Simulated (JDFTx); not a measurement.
An input for JDFTx (a modified build) (Pt(100), linear PCM (GLSSA13), water, 1 M KF; bohr, hartree) and the course of its log:

```
lattice \
  5.2689874820 0.0000000000 0.0000000000 \
  0.0000000000 5.2689874820 0.0000000000 \
  0.0000000000 0.0000000000 60.2822633756
coords-type Lattice
ion Pt 0.0000000000 0.0000000000 -0.1236097180 0
ion Pt 0.5000000000 0.5000000000 -0.0618048590 0
ion Pt 0.0000000000 0.0000000000 0.0000000000 0
ion Pt 0.5000000000 0.5000000000 0.0618048590 0
ion Pt 0.0000000000 0.0000000000 0.1236097180 0
ion-species pseudo/pt_pbe_v1.4.upf
elec-cutoff 20 100
elec-ex-corr gga-PBE
coulomb-interaction Slab 001
coulomb-truncation-embed 0 0 0
kpoint-folding 8 8 1
elec-smearing Fermi 0.01
elec-n-bands 53
electronic-scf nIterations 100 energyDiffThreshold 1e-08
fluid LinearPCM
pcm-variant GLSSA13
fluid-solvent H2O
fluid-cation K+ 1
fluid-anion F- 1
fluid-minimize nIterations 400 knormThreshold 1e-11
wavefunction read vac.wfns
elec-initial-eigenvals vac.eigenvals
dump-name f2.$VAR
dump End State Ecomponents EigStats BandEigs Forces ElecDensity IonicPositions Fillings Kpoints Dtot FluidDebug BoundCharge FluidDensity
```

```
[one cycle in 5 is shown, and the last three; fluid-solver lines are left out]
	FillingsUpdate:  mu: -0.198286170  nElectrons: 80.000000
SCF: Cycle:  0   F: -444.746829034040843   dF: +9.388e-07   |Residual|: 6.156e-04   |deigs|: 2.332e-05
	FillingsUpdate:  mu: -0.198060405  nElectrons: 80.000000
SCF: Cycle:  5   F: -444.746834061996594   dF: +2.517e-08   |Residual|: 9.354e-05   |deigs|: 4.910e-05
	FillingsUpdate:  mu: -0.198048865  nElectrons: 80.000000
SCF: Cycle: 10   F: -444.746834183783903   dF: -4.526e-08   |Residual|: 1.441e-05   |deigs|: 2.202e-05
	FillingsUpdate:  mu: -0.198039906  nElectrons: 80.000000
SCF: Cycle: 15   F: -444.746834186577473   dF: -6.211e-08   |Residual|: 6.298e-06   |deigs|: 3.337e-05
	FillingsUpdate:  mu: -0.197999860  nElectrons: 80.000000
SCF: Cycle: 20   F: -444.746833913443822   dF: +2.589e-07   |Residual|: 1.104e-04   |deigs|: 4.573e-05
	FillingsUpdate:  mu: -0.198035228  nElectrons: 80.000000
SCF: Cycle: 25   F: -444.746834160460310   dF: -1.266e-07   |Residual|: 3.448e-05   |deigs|: 3.762e-05
	FillingsUpdate:  mu: -0.198042186  nElectrons: 80.000000
SCF: Cycle: 30   F: -444.746834181469694   dF: -2.385e-08   |Residual|: 2.622e-05   |deigs|: 1.664e-05
	FillingsUpdate:  mu: -0.198051961  nElectrons: 80.000000
SCF: Cycle: 35   F: -444.746834177722405   dF: -4.320e-10   |Residual|: 2.345e-05   |deigs|: 1.667e-05
	FillingsUpdate:  mu: -0.198056358  nElectrons: 80.000000
SCF: Cycle: 40   F: -444.746834125615123   dF: +4.303e-08   |Residual|: 4.897e-05   |deigs|: 2.881e-05
	FillingsUpdate:  mu: -0.198053774  nElectrons: 80.000000
SCF: Cycle: 45   F: -444.746834159919672   dF: +1.256e-08   |Residual|: 3.726e-05   |deigs|: 2.174e-05
	FillingsUpdate:  mu: -0.198043538  nElectrons: 80.000000
SCF: Cycle: 50   F: -444.746834182572286   dF: -2.638e-08   |Residual|: 2.322e-05   |deigs|: 1.932e-05
	FillingsUpdate:  mu: -0.198026122  nElectrons: 80.000000
SCF: Cycle: 55   F: -444.746834151488713   dF: +3.098e-08   |Residual|: 3.674e-05   |deigs|: 1.594e-05
	FillingsUpdate:  mu: -0.198063376  nElectrons: 80.000000
SCF: Cycle: 60   F: -444.746834176343725   dF: -2.168e-08   |Residual|: 2.558e-05   |deigs|: 5.743e-05
	FillingsUpdate:  mu: -0.198049455  nElectrons: 80.000000
SCF: Cycle: 65   F: -444.746834154540124   dF: +2.027e-08   |Residual|: 3.961e-05   |deigs|: 2.191e-05
	FillingsUpdate:  mu: -0.198040433  nElectrons: 80.000000
SCF: Cycle: 70   F: -444.746834182719738   dF: -1.419e-08   |Residual|: 2.346e-05   |deigs|: 1.480e-05
	FillingsUpdate:  mu: -0.198044951  nElectrons: 80.000000
SCF: Cycle: 75   F: -444.746834132792230   dF: +5.123e-08   |Residual|: 4.984e-05   |deigs|: 1.481e-05
	FillingsUpdate:  mu: -0.198045288  nElectrons: 80.000000
SCF: Cycle: 80   F: -444.746834182081500   dF: -3.310e-08   |Residual|: 2.445e-05   |deigs|: 2.346e-05
	FillingsUpdate:  mu: -0.198048192  nElectrons: 80.000000
SCF: Cycle: 85   F: -444.746834123283634   dF: +6.009e-08   |Residual|: 4.889e-05   |deigs|: 1.279e-05
	FillingsUpdate:  mu: -0.197993370  nElectrons: 80.000000
SCF: Cycle: 90   F: -444.746833635344103   dF: +5.412e-07   |Residual|: 1.477e-04   |deigs|: 5.627e-05
	FillingsUpdate:  mu: -0.198024160  nElectrons: 80.000000
SCF: Cycle: 95   F: -444.746834167943689   dF: -2.884e-08   |Residual|: 3.239e-05   |deigs|: 2.732e-05
	FillingsUpdate:  mu: -0.198012062  nElectrons: 80.000000
SCF: Cycle: 97   F: -444.746834182538180   dF: -2.777e-08   |Residual|: 2.416e-05   |deigs|: 4.300e-05
	FillingsUpdate:  mu: -0.198029163  nElectrons: 80.000000
SCF: Cycle: 98   F: -444.746834180923997   dF: +1.614e-09   |Residual|: 1.488e-05   |deigs|: 1.668e-05
	FillingsUpdate:  mu: -0.198006163  nElectrons: 80.000000
SCF: Cycle: 99   F: -444.746833987982257   dF: +1.929e-07   |Residual|: 8.242e-05   |deigs|: 2.334e-05
SCF: None of the convergence criteria satisfied after 100 iterations.
IonicMinimize: Iter:   0  F: -444.746833987982257  |grad|_K:  0.000e+00
IonicMinimize: Converged (|grad|_K<1.000000e-04).
```

This run gave no converged result. The loop ran out of cycles short of its threshold. It has stalled and not diverged: the last ten energies span 5e-07 Ha, so the total is near its end, but levels, forces and charges aren't shown converged.
